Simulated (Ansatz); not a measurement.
Given:

Ge (diamond)

```
CELL_PARAMETERS angstrom
      0.00000     5.76168     5.76168
      2.88084     0.00000     2.88084
      2.88084     2.88084     0.00000
ATOMIC_POSITIONS crystal
  Ge 0.25000 0.50000 0.50000
  Ge 0.75000 0.50000 0.50000
  Ge 0.37500 0.75000 0.75000
  Ge 0.87500 0.75000 0.75000
```

The atoms are displaced by Q × the pattern below (from a DFPT mode at L = (0.5, 0.0, 0.0), largest move 1; Q in Å), at fixed cell. (q is in reciprocal vectors of the primitive cell; the cell shown is doubled to hold the pattern.)

```csv
atom,x,y,z
Ge1,-0.577,0.577,0.577
Ge2,0.577,-0.577,-0.577
Ge3,0.577,-0.577,-0.577
Ge4,-0.577,0.577,0.577
```

Calculation: PBE (plane waves to 420 eV, PAW, scalar-relativistic; Ansatz, a program for electronic structure). k mesh 7×14×14 (Γ-centred), Fermi-Dirac smearing 0.05 eV. The energy includes the smearing's −TS. With partly filled bands, energies and forces of such displacements shift with the k mesh and the smearing. Ge was relaxed with its symmetry unable to fall. ΔE is measured from the undisplaced structure.

The scan covers Q from -0.100 to 0.100 Å in 13 points.

Which space group does the distorted structure have?

R-3m (No. 166), lowered from Fd-3m.

What is the energy change at Q = 0.100 Å?

221 meV/cell.

What harmonic wavenumber does the curvature at Q = 0 give?

208 cm⁻¹.

(A displaced cell: forces are minus the slopes of the energy, force constants its curvatures, and phonons follow from these.)
